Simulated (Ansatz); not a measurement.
Ru$_{3}$W (Cu3Au type, space group No. 221) under volume change, plane-wave PAW r²SCAN (Ansatz code), scaled uniformly.

```tsv
V (Å³/atom)	E − E(relaxed) (meV/atom)	P (GPa)
12.825	141.1	38.90
13.247	59.1	23.71
13.670	13.9	10.87
14.093	0.0	0.00
14.516	12.5	-9.19
14.938	47.3	-16.96
15.361	100.9	-23.50
```

Task: What does a third-order Birch–Murnaghan fit give for V₀, B₀ and B′?

Result: V₀ = 14.09 Å³/atom, B₀ = 332 GPa, B′ = 4.6.

Space group Pm-3m (Cu3Au type). The cell is a constructed one: a structure type filled with these elements; neither database checked (COD, Materials Project) lists it. Its standing as an ambient phase is unchecked. The cell was relaxed with r²SCAN under the symmetry of its start; its stability against distortions is not shown here. The run is not spin-polarised. Spin–orbit coupling is left out wherever it is not named.

Potentials: the earlier of the program's two PAW sets.
